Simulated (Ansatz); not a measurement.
Space group P6_3/mmc (No. 194). a = 3.042 Å, b = 3.042 Å, c = 14.985 Å, α = 90.00°, β = 90.00°, γ = 120.00°
| atom | site | symmetry | x | y | z |
| --- | --- | --- | --- | --- | --- |
| Ti | 4f | 3m. | 0.3333 | 0.6667 | 0.8438 |
| Ti | 2a | -3m. | 0.0000 | 0.0000 | 0.0000 |
| C | 4f | 3m. | 0.6667 | 0.3333 | 0.9144 |

Equation of state of this Ti₃C₂ structure (not necessarily the ground state), with shape and atoms relaxed at each volume where symmetry leaves them free. It has no gap at any of these volumes. All numbers below come from DFT PBEsol, scalar-relativistic, plane waves, PAW in Ansatz.

Plane waves to 420 eV, a k mesh through Γ of 12×12×4 on the computed 10-atom cell and Gaussian smearing (0.10 eV); no spin polarisation.

```
V (Å³/atom) E − E(largest V) (meV/atom) P (GPa)
     11.289                         4.00    10.47
     11.649                       -13.09     4.83
     12.009                       -18.33    -0.03
     12.370                       -13.40    -4.15
     12.730                         0.00    -7.50
```

**Question.** Fit a third-order Birch–Murnaghan equation to E(V).

**Answer.** V0 = 12.00 Å³/atom, B0 = 149 GPa, B0' = 4.5.